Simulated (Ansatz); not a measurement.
# Kick test of a cell of Si₂As

The structure comes from a proposed guess, relaxed at this level; another structure or a mixture of phases may lie lower.

Method: DFT PBE, scalar-relativistic, plane waves, PAW in Ansatz. Cutoff 420 eV; k points 12×12×12 on the computed 6-atom cell (Γ-centred); Gaussian smearing, width 0.02 eV; no spin polarisation.

The cell below (6 atoms, space group R-3m (No. 166)) is relaxed within its symmetry.

```
CELL_PARAMETERS angstrom
1.88212 1.08664 11.91976
-1.88212 1.08664 11.91976
0.00000 -2.17329 11.91976
ATOMIC_POSITIONS crystal
Si 0.34491 0.34491 0.34491
Si 0.65509 0.65509 0.65509
Si 0.41068 0.41068 0.41068
Si 0.58932 0.58932 0.58932
As 0.89257 0.89257 0.89257
As 0.10743 0.10743 0.10743
```

For the test a repeat of it with 12 atoms (edges 3.76, 6.52, 12.12 Å) was strained at random (σ = 1.5 % a component), the atoms were moved at random (σ = 0.10 Å), and all was relaxed again on a coarse 4×2×4 mesh (in the run’s order of axes) with 0.10 eV smearing, with no symmetry imposed.

No dispersion correction is applied, so the spacing and binding between layers, chains or molecules are poorly described.

Question: Does it come back?

Answer: It returns, within 1 meV/atom of the unmoved cell on that mesh and with the same symmetry when read at 0.1 Å (P-1 at 0.01 Å, so small strains and shifts remain). No instability shows in this cell; modes of other wave vectors, which need another repeat, aren't tested.
